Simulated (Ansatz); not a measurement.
All numbers below come from DFT PBE, scalar-relativistic, plane waves, PAW in Ansatz 0.2.0. All cells share a 420 eV cutoff and Γ-centred k meshes spaced at most about 0.3 Å⁻¹ (about 0.25 or finer for metals, 2π included). No spin polarisation in the final relaxations.

Temperature and zero-point effects are left out. All come from trial cells, and lower structures may exist.

Question: These unrelaxed guesses for K2SiB2 are each relaxed within their symmetry. Order them by the energy at which they end, lowest first.
1.

```
CELL_PARAMETERS angstrom
3.41279 0.00000 0.00000
-1.70640 2.95557 0.00000
0.00000 0.00000 9.67739
ATOMIC_POSITIONS crystal
K 0.66667 0.33333 0.30507
K 0.33333 0.66667 0.69493
Si 0.00000 0.00000 0.00000
B 0.66667 0.33333 0.87160
B 0.33333 0.66667 0.12840
```

2.

```
CELL_PARAMETERS angstrom
1.96841 -7.23770 0.00000
1.96841 7.23770 0.00000
0.00000 0.00000 3.81625
ATOMIC_POSITIONS crystal
K 0.36344 0.63656 0.50000
K 0.63656 0.36344 0.50000
Si 0.00000 0.00000 0.00000
B 0.20109 0.79891 0.00000
B 0.79891 0.20109 0.00000
```

3.

```
CELL_PARAMETERS angstrom
-2.52168 3.29235 3.77814
2.52168 -3.29235 3.77814
2.52168 3.29235 -3.77814
ATOMIC_POSITIONS crystal
K 0.26545 0.26545 0.00000
K 0.73455 0.73455 0.00000
Si 0.50000 0.00000 0.50000
B 0.15625 0.00000 0.15625
B 0.84375 0.00000 0.84375
```

4.

```
CELL_PARAMETERS angstrom
5.00539 0.00000 0.00000
-2.50269 4.33479 0.00000
0.00000 0.00000 4.87085
ATOMIC_POSITIONS crystal
K 0.33333 0.66667 0.27580
K 0.66667 0.33333 0.72420
Si 0.00000 0.00000 0.00000
B 0.00000 0.00000 0.37940
B 0.00000 0.00000 0.62060
```

Answer: 4 (ends in P-3m1, 0 meV/atom), 3 (ends in Immm, 55 meV/atom), 2 (ends in Cmmm, 190 meV/atom), 1 (ends in P-3m1, 0.41 eV/atom). Even the lowest end lies +0.30 eV/atom against the elements.

Cells relaxed within their symmetry can be saddle points. Some types were kept out of the candidates beforehand, so the set may lack a known form.
